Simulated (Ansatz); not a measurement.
Input:

Starting cell, SiO2 (rutile):

```
CELL_PARAMETERS angstrom
      4.19456     0.00000     0.00000
      0.00000     4.19456     0.00000
      0.00000     0.00000     2.67844
ATOMIC_POSITIONS crystal
  Si 0.00000 0.00000 0.00000
  Si 0.50000 0.50000 0.50000
  O  0.30606 0.30606 0.00000
  O  0.80606 0.19394 0.50000
  O  0.19394 0.80606 0.50000
  O  0.69394 0.69394 0.00000
```

In each cell atom 5 (O, nearest neighbour Si at 1.766 Å; its periodic images, 2.7 Å or more away, move with it) moves by s·(1.000, 0.000, 0.000) (along Cartesian x), the rest being held.

Level of theory: PBEsol (plane waves to 420 eV, PAW, scalar-relativistic; Ansatz, a quantum-chemistry and plane-wave program). k mesh 6×6×10 (Γ-centred), Fermi-Dirac smearing 0.05 eV. Energies are smeared free energies. SiO2 was relaxed with its symmetry unable to fall. ΔE is measured from the undisplaced structure.

The scan covers s from -0.180 to 0.180 Å in 11 points.

Task: Is this a single well or a double well?

Result: A single well with its minimum at or next to zero displacement.

Task: What is the force constant k = d²E/ds² of this move at s = 0?

Result: 21.5 eV/Å².

(A displaced cell: forces are minus the slopes of the energy, force constants its curvatures, and phonons follow from these.)
